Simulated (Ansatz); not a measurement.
# YbC (NiAs-type structure)

Level of theory: DFT, PBEsol, scalar-relativistic, collinear spin; plane waves to 420 eV with PAW datasets (Ansatz 0.2.0), 10×10×6 k-mesh, Gaussian smearing of 0.05 eV; PAW files: Ansatz's generated set soft_2.

```
CELL_PARAMETERS angstrom
3.36833 0.00000 0.00000
-1.68417 2.91706 0.00000
0.00000 0.00000 5.96837
ATOMIC_POSITIONS crystal
Yb 0.00000 0.00000 0.00000
Yb 0.00000 0.00000 0.50000
C 0.33333 0.66667 0.25000
C 0.66667 0.33333 0.75000
```

The structure was built from a prototype; whether the compound forms in it isn't claimed.

Magnetic state: non-magnetic, site spin moments none.

The cell is relaxed to zero pressure at this level.

The cell has space group P6_3/mmc (read at 0.01 Å). In it the stress is 0.00, 0.00, 0.04, 0.00, 0.00, 0.00 GPa and the largest force component 0.000 eV/Å. Each change below starts from this cell, without further relaxation. Stress is in GPa, positive in compression, in the order xx, yy, zz, yz, xz, xy; energies are counted from the cell above and are free energies with the smearing's entropy, which match forces and stress in a metal.

One atom was moved along a Cartesian axis, and these forces appeared. Which atom, and about how far?
```tsv
atom	Fx (eV/Å)	Fy	Fz
Yb1	-0.125	0.000	0.000
Yb2	-0.391	0.000	0.000
C3	0.258	-0.038	-0.066
C4	0.258	0.038	0.066
```

Atom 2 (Yb) is moved by 0.12 Å along x; the energy changes by 23.6 meV per cell.

What stress follows from an engineering strain of -2 % in yy, atoms carried along?

2.14, 4.13, 1.17, 0.00, 0.00, 0.00 GPa; the energy changes by 14.9 meV per cell.
```
atom  Fx (eV/Å)      Fy     Fz
 Yb1      0.000   0.000  0.000
 Yb2      0.000   0.000  0.000
  C3      0.000   0.058  0.000
  C4      0.000  -0.058  0.000
```
The change of the stress over the strain gives a clamped-atom stiffness of about 207 GPa for this component, a secant value that lies under the elastic constant in tension and over it in compression, by several per cent for each per cent of strain.
In a harmonic crystal the energy would rise by V(½Cε² − σ₀ε), with σ₀ the stress of the unstrained cell, = 15.1 meV, which matches.

Without a U the 4f levels of Yb lie too near the Fermi level, so their share of the states there, and what hangs on it, is overstated. Scalar-relativistic only: spin–orbit splittings of the heavy atoms' levels are missing. The run wasn't fully tested for a lower electronic state. The starting moments died out; a magnetic state reached from other starts isn't excluded.
